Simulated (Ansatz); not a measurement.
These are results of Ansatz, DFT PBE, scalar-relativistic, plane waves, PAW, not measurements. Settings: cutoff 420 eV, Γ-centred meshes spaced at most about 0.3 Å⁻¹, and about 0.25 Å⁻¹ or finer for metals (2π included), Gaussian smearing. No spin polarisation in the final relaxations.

Each of these unrelaxed guesses is relaxed in cell and atoms within its symmetry. A guess keeps its type if space group and coordination stay and the shape of the cell changes little (axis ratios within about 15 %, angles within 6°); the volume may change.

1. AlIn2As2P

Space group P4/mmm (No. 123). a = 5.229 Å, b = 5.229 Å, c = 5.839 Å, α = 90.00°, β = 90.00°, γ = 90.00°
| atom | site | symmetry | x | y | z |
| --- | --- | --- | --- | --- | --- |
| Al | 1d | 4/mmm | 0.5000 | 0.5000 | 0.5000 |
| In | 2h | 4mm | 0.5000 | 0.5000 | 0.1702 |
| P | 1a | 4/mmm | 0.0000 | 0.0000 | 0.0000 |
| As | 2e | mmm. | 0.0000 | 0.5000 | 0.5000 |

2. TiGe

Space group F-43m (No. 216). a = 5.221 Å, b = 5.221 Å, c = 5.221 Å, α = 90.00°, β = 90.00°, γ = 90.00°
| atom | site | symmetry | x | y | z |
| --- | --- | --- | --- | --- | --- |
| Ti | 4a | -43m | 0.0000 | 0.0000 | 0.0000 |
| Ge | 4d | -43m | 0.2500 | 0.2500 | 0.7500 |

3. Sb5Se

Space group F-43m (No. 216). a = 9.073 Å, b = 9.073 Å, c = 9.073 Å, α = 90.00°, β = 90.00°, γ = 90.00°
```json
{"atom": "Sb", "site": "4d", "symmetry": "-43m", "x": "0.2500", "y": "0.2500", "z": "0.7500"}
{"atom": "Sb", "site": "16e", "symmetry": ".3m", "x": "0.6246", "y": "0.1246", "z": "0.8754"}
{"atom": "Se", "site": "4a", "symmetry": "-43m", "x": "0.0000", "y": "0.0000", "z": "0.0000"}
```

Problem. Which guesses survive the relaxation?

Solution. Guesses 2 and 3 keep their type.

```tsv
guess	kept	start group	end group	V start (Å³/atom)	V end	b/a and c/a, end over start	nearest neighbours start	nearest neighbours end
1	no	P4/mmm	P4/mmm	26.6	30.7	1.00, 1.71	Al 2, As 2, In 2, P 16	Al 4, As 2, In 2, P 8
2	yes	F-43m	F-43m	17.8	25.0	1.00, 1.00	Ge 4, Ti 4	Ge 4, Ti 4
3	yes	F-43m	F-43m	31.1	28.1	1.00, 1.00	Sb 6/16, Se 16	Sb 6/16, Se 16
```

Neighbours count within 15 % of an atom's shortest distance; end groups are read at 0.02 Å (0.05 Å in metals).

These runs have no spin–orbit coupling, which can matter for Sb. A magnetic state wasn't ruled out in cells without spin, among them Sb5Se F-43m. Cells relaxed within their symmetry can be saddle points.

In counts of neighbours, a slash parts the counts of unlike sites.
